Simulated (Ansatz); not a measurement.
HfC (zinc blende, F-43m), PBEsol (plane waves, PAW; program Ansatz), all energies at zero smearing, with the estimated change up to a 700 eV cutoff added, with one set of potentials and settings (totals compare only within such a set). Cell of 2 atoms (1 Hf, 1 C): -15845.249 eV.

```csv
element,reference phase,E (eV/atom)
Hf,"P6_3/mmc, 2 atoms in the cell",-15598.0268
C,"P6_3/mmc, 4 atoms in the cell",-246.6950
```

Formation energy per atom, worked out: (-15845.249 − 1×(-15598.0268) − 1×(-246.6950))/2 = -0.264 eV/atom (-25 kJ per mol of atoms), at 0 K, without zero-point energy or fitted corrections.

The start of the workflow was typed in or built on a structure type; neither database checked (COD, Materials Project) lists it. It is not the phase usual at ambient conditions (space group No. 225). Symmetry was held in the PBEsol relaxation; whether a distortion lowers the energy is not shown. The run is not spin-polarised. The references are the lowest solids computed at this level, not always the standard phases. Scalar-relativistic: spin–orbit coupling is off unless named, which matters more the heavier the elements.

Potentials: the later of the program's two PAW sets.
